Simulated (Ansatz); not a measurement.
# CoBi: a sweep of one setting

```
Co Bi
1.0
     0.00000    2.70033    2.70033
     2.70033    0.00000    2.70033
     2.70033    2.70033    0.00000
Co Bi
1 1
Direct
  0.00000 0.00000 0.00000
  0.50000 0.50000 0.50000
```

Atom numbers follow the list: Co1, Bi2.

The cell was built from the rocksalt type and relaxed in the same program, and has space group Fm-3m; it needn't be a known or the stable phase.

Other magnetic orders may lie lower; this is the state that the run reached.

No spin–orbit coupling, which matters for the heavy atoms here.

These are results of Ansatz 0.2.0, DFT, PBE, all-electron LAPW, scalar-relativistic, not measurements.

Settings: a Γ-centred 13×13×13 k mesh, Fermi–Dirac smearing of 0.05 eV, basis error target 0.25 meV/atom, spin-polarised from start moments Co1 2 μB. One setting is then changed at a time.

```json
{"LAPW cutoff (eV)": "315 (base)", "free energy less the base's (meV/atom)": "0.0", "P (GPa)": "0.03", "moment (μB)": "0.557"}
{"LAPW cutoff (eV)": "120", "free energy less the base's (meV/atom)": "?", "P (GPa)": "1.35", "moment (μB)": "0.560"}
{"LAPW cutoff (eV)": "150", "free energy less the base's (meV/atom)": "29.1", "P (GPa)": "0.36", "moment (μB)": "0.558"}
{"LAPW cutoff (eV)": "180", "free energy less the base's (meV/atom)": "?", "P (GPa)": "0.12", "moment (μB)": "0.557"}
{"LAPW cutoff (eV)": "320", "free energy less the base's (meV/atom)": "0.0", "P (GPa)": "0.03", "moment (μB)": "0.557"}
```

(1) Give the missing entry: row "120", column "free energy less the base's (meV/atom)".

(2) Fill in "free energy less the base's (meV/atom)" for the row "180".

## Answers

(1) 108.

(2) 8.4.
